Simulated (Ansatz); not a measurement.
GaN: relaxed-ion elastic tensor

These are results of DFT LDA, scalar-relativistic, plane waves, PAW (Ansatz), not measurements. Plane waves to 420 eV; Γ-centred k mesh 8×8×8; fixed occupations. No spin polarisation.

The cell is fixed (symmetry leaves no force on the atoms) and stands under 0.0 GPa:
```
CELL_PARAMETERS angstrom
0.00000 2.22750 2.22750
2.22750 0.00000 2.22750
2.22750 2.22750 0.00000
ATOMIC_POSITIONS crystal
Ga 0.00000 0.00000 0.00000
N 0.25000 0.25000 0.25000
```

The cell is the ideal cubic zincblende prototype; this isn't the usual structure of the compound.

Question: Give the relaxed-ion elastic constants (GPa, Voigt order xx yy zz yz xz xy, on the axes of the cell above).

Answer:
C11 = 290.6, C12 = 159.5, C13 = 159.5, C22 = 290.6, C23 = 159.5, C33 = 290.6, C44 = 161.5, C55 = 161.5, C66 = 161.5 GPa; the others vanish.

Question: Is the crystal stable against homogeneous strain?

Answer: Yes: the least eigenvalue of the tensor is 131.0 GPa.

Question: And the moduli of a polycrystal (Hill averages)?

Answer: B = 203 GPa, G = 112 GPa, E = 285 GPa, ν = 0.27.

Cost: 1 run of about 0.61 core-minutes, on Oxide Virtual Turin-like Processor (Zen 5) (shared hosts).